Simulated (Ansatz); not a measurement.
MnV (CsCl type, Pm-3m) under volume change, the program Ansatz at the PBEsol level (PAW), scaled uniformly.

```json
[
 {"V (Å³/atom)": "10.390", "E − E(relaxed) (meV/atom)": "89.9", "P (GPa)": "30.37"},
 {"V (Å³/atom)": "10.733", "E − E(relaxed) (meV/atom)": "37.9", "P (GPa)": "18.65"},
 {"V (Å³/atom)": "11.075", "E − E(relaxed) (meV/atom)": "9.0", "P (GPa)": "8.62"},
 {"V (Å³/atom)": "11.418", "E − E(relaxed) (meV/atom)": "0.0", "P (GPa)": "0.02"},
 {"V (Å³/atom)": "11.760", "E − E(relaxed) (meV/atom)": "8.0", "P (GPa)": "-7.35"},
 {"V (Å³/atom)": "12.103", "E − E(relaxed) (meV/atom)": "30.7", "P (GPa)": "-13.65"},
 {"V (Å³/atom)": "12.445", "E − E(relaxed) (meV/atom)": "65.7", "P (GPa)": "-19.02"}
]
```

Question: What does a third-order Birch–Murnaghan fit give for V₀, B₀ and B′?

Answer: V₀ = 11.42 Å³/atom, B₀ = 264 GPa, B′ = 4.2.

The workflow started from an entry of the Crystallography Open Database (COD). Its standing as an ambient phase is unchecked. The PBEsol relaxation kept the symmetry of its start; of distortions, only those at the zone centre were tested. The workflow began spin-polarised and lost its moments.

Potentials: the later of the program's two PAW sets.
